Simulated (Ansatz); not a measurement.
HgBr in space group I4/mmm (No. 139; Hg on 4e, Br on 4e), r²SCAN+D4 (plane waves, PAW; program Ansatz). The conduction-band minimum lies on the Γ–M line, 62 % of the way from Γ, with 2 equivalent valleys. Second derivatives d²E/dk² of the lowest band at one valley (eV·Å²), along Cartesian directions:

```json
[
 {"direction": "[100]", "d²E/dk²": "8.332"},
 {"direction": "[010]", "d²E/dk²": "8.332"},
 {"direction": "[001]", "d²E/dk²": "47.64"},
 {"direction": "[110]", "d²E/dk²": "8.333"},
 {"direction": "[101]", "d²E/dk²": "28.02"},
 {"direction": "[011]", "d²E/dk²": "28.02"}
]
```

Problem. Find the principal effective masses, the density-of-states mass and the conductivity mass.

Solution. Off-diagonal terms follow from H_xy = H[110] − (H_xx + H_yy)/2, and m*/mₑ = 7.620 eV·Å² over each eigenvalue: 0.16, 0.91, 0.91. One valley's DOS mass (m₁m₂m₃)^(1/3) = 0.51, conductivity mass 3/(Σ 1/mᵢ) = 0.36 mₑ.

Problem. What effective density of states Nc follows at 300 K for parabolic valleys?

Solution. Nc = 2.509e19 × 2 × (0.51)^(3/2) ≈ 1.8e19 cm⁻³.

The workflow started from a Materials Project entry (that database holds measured and hypothetical structures alike); the Crystallography Open Database files this formula in space group No. 139, but the cells were not matched. Its standing as an ambient phase is unchecked. The r²SCAN+D4 relaxation kept the symmetry of its start; its stability against distortions is not shown here. Scalar-relativistic: spin–orbit coupling is off unless named, which matters more the heavier the elements.

Potentials: the later of the program's two PAW sets.

Edges and masses are those of Kohn–Sham bands, whose gap is no quasiparticle gap.
